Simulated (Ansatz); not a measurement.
# Ansatz run, CsCa$_{2}$Ga$_{3}$O$_{10}$

input.yaml (Ansatz 0.2.0)

```yaml
crystal:
  lattice:
    - [3.93985, 0.0, 0.0]
    - [0.0, 3.93985, 0.0]
    - [0.0, 0.0, 15.545588]
  atoms:
    - { symbol: Cs, position: [0.5, 0.5, 0.5] }
    - { symbol: Ga, position: [0.0, 0.0, 0.0] }
    - { symbol: Ga, position: [0.0, 0.0, 0.2788] }
    - { symbol: Ga, position: [0.0, 0.0, 0.7212] }
    - { symbol: O, position: [0.0, 0.5, 0.255] }
    - { symbol: O, position: [0.5, 0.0, 0.255] }
    - { symbol: O, position: [0.0, 0.5, 0.745] }
    - { symbol: O, position: [0.5, 0.0, 0.745] }
    - { symbol: O, position: [0.0, 0.0, 0.125] }
    - { symbol: O, position: [0.0, 0.0, 0.875] }
    - { symbol: O, position: [0.0, 0.0, 0.391] }
    - { symbol: O, position: [0.0, 0.0, 0.609] }
    - { symbol: Ca, position: [0.5, 0.5, 0.146] }
    - { symbol: Ca, position: [0.5, 0.5, 0.854] }
    - { symbol: O, position: [0.0, 0.5, 0.0] }
    - { symbol: O, position: [0.5, 0.0, 0.0] }
  symmetry: { tolerance: 0.0003 }
kpoints:
  mp_grid: { grid: [9, 9, 3], shift: [0, 0, 0] }
magnetization:
  spin_polarized: false
scf:
  occupations: { method: fermi_dirac }
  lower_state_search: "off"
  max_iter: 200
hamiltonian:
  pseudopotentials: { kind: paw }
  xc: r2scan
basis:
  ecutwfc: 500
  fft_grid_basis: typed
output:
  forces: true
  stress: true
  eigenvalues: true
  bader: true
  populations: true
  elf: true
  write_potential: true
  volumetric_format: npy
  dos:
    e_range: [-12, 8]
    de: 0.05
    projected: { site_lists: { Ca: [Ca], Cs: [Cs], Ga: [Ga], O: [O] } }
checkpoint:
  read: saved_state
```

The saved state is an earlier solution for the same cell, perhaps on another mesh. 

Parts of the output:

```
SCF iter   1: F=-26379.9338 eV  Δρ=1.24e-2  dr2=2.08e0  dr2_τ=3.86e-2
SCF iter   2: F=-26381.9073 eV  Δρ=2.34e-3  dr2=4.64e-2  dr2_τ=1.37e-2  defer=8
SCF iter   3: F=-26381.9480 eV  Δρ=6.94e-4  dr2=3.71e-3  dr2_τ=1.30e-4  defer=9
SCF iter   4: F=-26381.9512 eV  Δρ=1.95e-4  dr2=2.73e-4  dr2_τ=4.50e-6  defer=9
SCF iter   5: F=-26381.9514 eV  Δρ=1.18e-4  dr2=5.36e-5  dr2_τ=1.23e-6  defer=9
SCF iter   6: F=-26381.9513 eV  Δρ=6.03e-5  dr2=2.05e-5  dr2_τ=2.67e-7  defer=9
SCF iter   7: F=-26381.9513 eV  Δρ=1.99e-5  dr2=1.19e-6  dr2_τ=3.94e-8  defer=9
SCF iter   8: F=-26381.9513 eV  Δρ=8.72e-6  dr2=2.53e-7  dr2_τ=8.12e-9  defer=9
SCF iter   9: F=-26381.9513 eV  Δρ=4.71e-6  dr2=8.19e-8  dr2_τ=4.04e-9
Free energy (F): -26381.9513 eV
Harris-Foulkes:  -26381.9513 eV  (|F-HF|=7.03e-8)
Internal energy: -26381.2118 eV  (E = F + TS)
E sigma→0 (E₀):  -26381.5816 eV
Entropy (-TS):   -0.7395 eV (-46.220 meV/atom)
Fermi energy:    4.1818 eV
--- Per-component energies (eV) ---
  E_band       = -755.4670
  E_kinetic    = 2769.5664
  E_local      = -16487.5374  (includes V_loc(G=0)·N_el)
  E_nonlocal   = 1941.7301
  E_hartree    = 7240.8553
  E_xc         = -1338.7307
  E_vxc        = -1739.0808  (∫ρ·V_xc dr)
  E_paw        = -14456.2252  (= ΣΔE_a)
  E_vpaw       = -1831.1999  (= ΣTr[D̂ρ^β])
  E_aug_tail   = 0.0096  (compensation charges beyond the density's cutoff)
  E_vtau       = 109.3151  (kinetic-family band-sum trace: ∫τ·v_τ [+ j·A + Jᵃ·Aᵃ] dr)
  E_ewald      = -6048.2097
  E_core_change = -2.6701  (= ΣΔE_core)
  E_smearing   = -0.7395  (= −TS)
--- Forces (eV/Å), atoms counted from 1 ---
  atom   1  Cs     0.0000     0.0000     0.0000
  atom   2  Ga     0.0000     0.0000     0.0000
  atom   3  Ga     0.0000     0.0000    -2.0149
  atom   4  Ga     0.0000     0.0000     2.0149
  atom   5  O      0.0000     0.0000    -0.6395
  atom   6  O      0.0000     0.0000    -0.6395
  atom   7  O      0.0000     0.0000     0.6395
  atom   8  O      0.0000     0.0000     0.6395
  atom   9  O      0.0000     0.0000     0.4076
  atom  10  O      0.0000     0.0000    -0.4076
  atom  11  O      0.0000     0.0000     1.9611
  atom  12  O      0.0000     0.0000    -1.9611
  atom  13  Ca     0.0000     0.0000     0.1733
  atom  14  Ca     0.0000     0.0000    -0.1733
  atom  15  O      0.0000     0.0000     0.0000
  atom  16  O      0.0000     0.0000     0.0000
--- Stress (GPa, compression-positive) ---
       -9.5115       0.0000       0.0000
        0.0000      -9.5115       0.0000
        0.0000       0.0000      -4.1825
  P = ⅓ Tr σ = -7.7352 GPa (-77.352 kbar)
```

Origin: a known structure type with other elements, at an estimated volume, so it need not be a known compound. Caveats: many states at the Fermi level without spin polarisation, so a magnetic state may lie lower; atoms or cell far from equilibrium.
